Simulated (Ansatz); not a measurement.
SiNi3 under strain: Field gradients at the nuclei

The cell is a COD entry, relaxed with PBE at fixed cell and then changed (z compressed by 2 %, ions relaxed).

```
Si Ni
1.0
     3.55110    0.00000    0.00000
     0.00000    3.55110    0.00000
     0.00000    0.00000    3.48008
Si Ni
1 3
Direct
  0.00000 0.00000 0.00000
  0.00000 0.50000 0.50000
  0.50000 0.00000 0.50000
  0.50000 0.50000 0.00000
```

Atom numbers follow the list; atoms alike are taken as one site, whose name carries the number of the first.

Level of theory: DFT, PBE, plane waves and PAW, scalar-relativistic, collinear spin, 420 eV cutoff, Γ-centred 13×13×13 k-points, Fermi–Dirac smearing 0.05 eV (Ansatz 0.2.0). Start moments as typed (μB): 1.5 on each Ni, none on the rest.

Conventions: |V_zz| ≥ |V_yy| ≥ |V_xx|, η = (V_xx − V_yy)/V_zz, C_Q = eQV_zz/h. ν_Q = 3|C_Q|/[2I(2I − 1)].

⁶¹Ni: I = 3/2, Q = 162.0 mb. Nuclear quadrupole moments: year-2017 set (Pyykkö).

(1) Which values are expected at the nuclei?

## Answers

(1) 

| site | atoms (order as listed) | first shell | C_Q (MHz) | η | ν_Q (MHz) |
| --- | --- | --- | --- | --- | --- |
| Ni2 | 2, 3 | 4 Si at 2.49 Å, 8 Ni at 2.49–2.51 Å | -18.1 | 0.05 | 9.03 |
| Ni4 | 4 | 8 Ni at 2.49 Å, 4 Si at 2.51 Å | -18.4 | 0.00 | 9.19 |

An axis of threefold or higher order runs through Ni4, so V_zz lies along it and η is zero.

Si has no stable isotope with a ground-state quadrupole moment in the table, so these sites are left out.

With no gap above 0.1 eV, as in a metal, the gradients converge slowly in k; expect changes of a tenth or more on a denser mesh. With these PAW files V_zz is typically within 2 to 3 % of all-electron values, but misses above 10 % occur on Ni. The start moments die out, and the run ends without spin.
